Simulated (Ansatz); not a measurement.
LuZrO single point

Input file of Ansatz 0.2.0:

```yaml
crystal:
  lattice:
    - [3.476767, 0.0, 0.0]
    - [0.0, 3.476767, 0.0]
    - [0.0, 0.0, 7.715271]
  atoms:
    - { symbol: Lu, position: [0.75, 0.75, 0.36724] }
    - { symbol: Lu, position: [0.25, 0.25, 0.63276] }
    - { symbol: Zr, position: [0.25, 0.25, 0.1718] }
    - { symbol: Zr, position: [0.75, 0.75, 0.8282] }
    - { symbol: O, position: [0.75, 0.25, 0.5] }
    - { symbol: O, position: [0.25, 0.75, 0.5] }
  symmetry: { tolerance: 0.0003 }
kpoints:
  mp_grid: { grid: [10, 10, 5], shift: [0, 0, 0] }
  band_path:
    path:
      - [0.0, 0.0, 0.0]
      - [0.0, 0.5, 0.0]
      - [0.5, 0.5, 0.0]
      - [0.0, 0.0, 0.0]
      - [0.0, 0.0, 0.5]
      - [0.0, 0.5, 0.5]
      - [0.5, 0.5, 0.5]
      - [0.0, 0.0, 0.5]
      - [0.0, 0.5, 0.0]
      - [0.0, 0.5, 0.5]
      - [0.5, 0.5, 0.0]
    npoints: 6
magnetization:
  spin_polarized: false
scf:
  occupations: { method: fermi_dirac }
  lower_state_search: "off"
  max_iter: 200
hamiltonian:
  pseudopotentials: { kind: paw }
  xc: r2scan
basis:
  ecutwfc: 500
  fft_grid_basis: typed
output:
  forces: true
  stress: true
  eigenvalues: true
  bader: true
  populations: true
  elf: true
  write_potential: true
  volumetric_format: npy
  dos:
    e_range: [-12, 8]
    de: 0.05
    projected: { site_lists: { Lu: [Lu], O: [O], Zr: [Zr] } }
checkpoint:
  read: saved_state
```

The run starts from an earlier solution of this cell. 

Excerpt of what it printed:

```
SCF iter   1: F=-39013.1026 eV  Δρ=2.12e-3  dr2=4.35e-3  dr2_τ=4.50e-3
SCF iter   2: F=-39013.1039 eV  Δρ=1.17e-3  dr2=2.30e-3  dr2_τ=1.72e-4
SCF iter   3: F=-39013.1051 eV  Δρ=7.28e-4  dr2=6.81e-4  dr2_τ=5.33e-5
SCF iter   4: F=-39013.1057 eV  Δρ=2.12e-4  dr2=4.58e-5  dr2_τ=4.50e-6
SCF iter   5: F=-39013.1057 eV  Δρ=9.63e-5  dr2=1.32e-5  dr2_τ=7.53e-7
SCF iter   6: F=-39013.1057 eV  Δρ=2.67e-5  dr2=6.92e-7  dr2_τ=4.06e-8
SCF iter   7: F=-39013.1057 eV  Δρ=9.00e-6  dr2=9.48e-8  dr2_τ=9.34e-9
Free energy (F): -39013.1057 eV
Harris-Foulkes:  -39013.1057 eV  (|F-HF|=3.33e-8)
Internal energy: -39012.9293 eV  (E = F + TS)
E sigma→0 (E₀):  -39013.0175 eV
Entropy (-TS):   -0.1764 eV (-29.400 meV/atom)
Fermi energy:    17.7385 eV
--- Per-component energies (eV) ---
  E_band       = 94.1919
  E_kinetic    = 1909.5129
  E_local      = -19477.1761  (includes V_loc(G=0)·N_el)
  E_nonlocal   = 1399.5451
  E_hartree    = 8478.8445
  E_xc         = -902.0023
  E_vxc        = -1238.9272  (∫ρ·V_xc dr)
  E_paw        = -21037.3568  (= ΣΔE_a)
  E_vpaw       = 472.5881  (= ΣTr[D̂ρ^β])
  E_aug_tail   = 0.0023  (compensation charges beyond the density's cutoff)
  E_vtau       = 70.9380  (kinetic-family band-sum trace: ∫τ·v_τ [+ j·A + Jᵃ·Aᵃ] dr)
  E_ewald      = -9385.2607
  E_core_change = 0.9617  (= ΣΔE_core)
  E_smearing   = -0.1764  (= −TS)
--- Forces (eV/Å), atoms counted from 1 ---
  atom   1  Lu     0.0000     0.0000    -2.7653
  atom   2  Lu     0.0000     0.0000     2.7653
  atom   3  Zr     0.0000     0.0000    -5.6249
  atom   4  Zr     0.0000     0.0000     5.6249
  atom   5  O      0.0000     0.0000     0.0000
  atom   6  O      0.0000     0.0000     0.0000
--- Stress (GPa, compression-positive) ---
       45.6345       0.0000       0.0000
        0.0000      45.6345       0.0000
        0.0000       0.0000      34.3710
  P = ⅓ Tr σ = 41.8800 GPa (418.800 kbar)
--- Löwdin populations: 6 sites ---
  site symbol       q [e]
     0     Lu     24.7057
     1     Lu     24.7057
     2     Zr     11.7302
     3     Zr     11.7302
     4      O      6.4469
     5      O      6.4469
  spilling = 0.0027 (of n_electrons = 86.0000)
--- Bader charges: 6 sites ---
  site symbol  charge [e]  shift [e]
     0     Lu      1.3335     0.0041
     1     Lu      1.3335     0.0041
     2     Zr      0.0371     0.0000
     3     Zr      0.0371     0.0000
     4      O     -1.3707     0.0041
     5      O     -1.3706     0.0041
```

Total energies depend on the potentials used, so only differences within one code and one set of settings carry meaning.

Origin: a known structure type with other elements, at an estimated volume, so it need not be a known compound. Caveats: many states at the Fermi level without spin polarisation, so a magnetic state may lie lower; atoms or cell far from equilibrium.
